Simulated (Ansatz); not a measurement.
This run works on a generated trial structure, not on a known crystal.

Input and command of a plane-wave DFT calculation in Ansatz:

```yaml
crystal:
  lattice:
    - [-2.3809244815, 2.3809244815, 4.4412142345]
    - [2.3809244815, -2.3809244815, 4.4412142345]
    - [2.3809244815, 2.3809244815, -4.4412142345]
  atoms:
    - { symbol: Ti, position: [0.75, 0.25, 0.5] }
    - { symbol: Ti, position: [0.25, 0.75, 0.5] }
    - { symbol: Te, position: [0.0, 0.0, 0.0] }
    - { symbol: As, position: [0.6399116211, 0.6399116211, 0.0] }
    - { symbol: As, position: [0.3600883789, 0.3600883789, 0.0] }
basis:
  ecutwfc: 420
kpoints:
  mp_grid: { grid: [12, 12, 12] }
hamiltonian:
  xc: pbe
scf:
  occupations: { method: gaussian, width: 0.1 }
output:
  forces: true
  stress: true
  eigenvalues: true
  write_density: true
  write_potential: true
  elf: true
  volumetric_format: npy
relax:
  adjacent_minimum: "off"
  f_tol: 0.01
  max_steps: 80
  cell: { stress_tol: 0.05 }
```

```bash
ansatz run input.yaml --threads 1 --pin off --max-ram 2560MiB --backend cpu --events-out ev --progress --plain --runs-dir out
```

Processor: Arm Neoverse V1, 1 thread, on a host shared with other jobs.

**Question.** How long does it run, and how much memory does it take?

**Answer.** About 4 min, peak memory 0.78 GiB. It solves 42 bands at 163 k points (after reduction by symmetry) with about 1967 plane waves (on the last cell), in 34 SCF iterations over 5 ionic steps.
